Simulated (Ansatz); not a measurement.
ZrS₂ (CdI2 type, P-3m1), PBE (plane waves, PAW; program Ansatz). The conduction-band minimum lies at L, with 3 equivalent valleys. Second derivatives d²E/dk² of the lowest band at one valley (eV·Å²), along Cartesian directions:

```csv
direction,d²E/dk²
[100],25.78
[010],4.338
[001],2.909
[110],15.07
[101],14.36
[011],2.378
```

Question: Find the principal effective masses, the density-of-states mass and the conductivity mass.

Answer: Off-diagonal terms follow from H_xy = H[110] − (H_xx + H_yy)/2, and m*/mₑ = 7.620 eV·Å² over each eigenvalue: 0.30, 1.5, 3.5. One valley's DOS mass (m₁m₂m₃)^(1/3) = 1.2, conductivity mass 3/(Σ 1/mᵢ) = 0.69 mₑ.

Question: What effective density of states Nc follows at 300 K for parabolic valleys?

Answer: Nc = 2.509e19 × 3 × (1.2)^(3/2) ≈ 9.9e19 cm⁻³.

The PBE relaxation kept the symmetry of its start. The run is not spin-polarised. The volume lies over 15 % above that of the usual cell of this phase: another minimum, or an error of the functional. A crystal of weakly bound layers computed without a dispersion correction: the cell and the soft elastic constants depend strongly on that. Scalar-relativistic: spin–orbit coupling is off unless named, which matters more the heavier the elements.

Potentials: the later of the program's two PAW sets.

Edges and masses are those of Kohn–Sham bands, whose gap is no quasiparticle gap.
